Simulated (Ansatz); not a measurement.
Questions on the electronic state of PIr2

PIr2 is taken as a measured crystal structure (space group Fm-3m), 3 atoms in the cell. Source: COD entry 9009054, which need not be the ambient phase.

```
Ir P
1.0
     0.00000    2.76750    2.76750
     2.76750    0.00000    2.76750
     2.76750    2.76750    0.00000
Ir P
2 1
Cartesian
  1.3838 1.3838 1.3838
  4.1513 4.1513 4.1513
  0.0000 0.0000 0.0000
```

Numbers behind element symbols give the atom's place in this list.

Computed with DFT, r2SCAN, PAW, plane waves, scalar-relativistic in Ansatz.

```json
{
 "Plane-wave cutoff": "500 eV",
 "k-point mesh": "7×7×7 (Γ-centred)",
 "Occupations": "Fermi–Dirac smearing, 0.02 eV"
}
```

Only collinear orders within this cell were tried; the true ground state may need a larger cell.

The cell was converged 12 times from various starts and settings. Describe the lowest state found.

Non-magnetic, no gap on the k-mesh.
